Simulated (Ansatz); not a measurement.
Data:

TaGe2:
```cif
data_Ge2Ta
_chemical_formula_sum 'Ta1 Ge2'
_space_group_name_H-M_alt 'P6/mmm'
_space_group_IT_number 191
_space_group_name_Hall '-P 6 2'
_cell_length_a 4.63173
_cell_length_b 4.63173
_cell_length_c 2.69856
_cell_angle_alpha 90.000
_cell_angle_beta 90.000
_cell_angle_gamma 120.000
loop_
_atom_site_label
_atom_site_type_symbol
_atom_site_symmetry_multiplicity
_atom_site_Wyckoff_symbol
_atom_site_fract_x
_atom_site_fract_y
_atom_site_fract_z
_atom_site_occupancy
Ta1 Ta 1 a 0.00000 0.00000 0.00000 1
Ge1 Ge 2 d 0.33333 0.66667 0.50000 1
```

This is the r²SCAN-relaxed structure.

Q: All from DFT-r²SCAN in the program Ansatz with PAW potentials, unless another level is named. Predict the density of states at the Fermi level.

A: 0.49 states/eV per atom (mean over ±0.08 eV).

Q: Predict the formation energy from the elements (no fitted shifts).

A: 0.32 eV/atom.

Q: Predict the gap with spin–orbit coupling.

A: none (metallic).

The cell is a constructed one: a structure type filled with these elements; neither database checked (COD, Materials Project) lists it. COD files the formula under space group No. 180, so this cell is another polymorph or a model. Whether it is the stable phase at ambient conditions was not checked. The r²SCAN relaxation kept the symmetry of its start. At this level the phase is mechanically unstable. The run is not spin-polarised. The references are the lowest solids computed at this level, not always the standard phases. Scalar-relativistic: spin–orbit coupling is off unless named, which matters more the heavier the elements.

Potentials: the earlier of the program's two PAW sets.
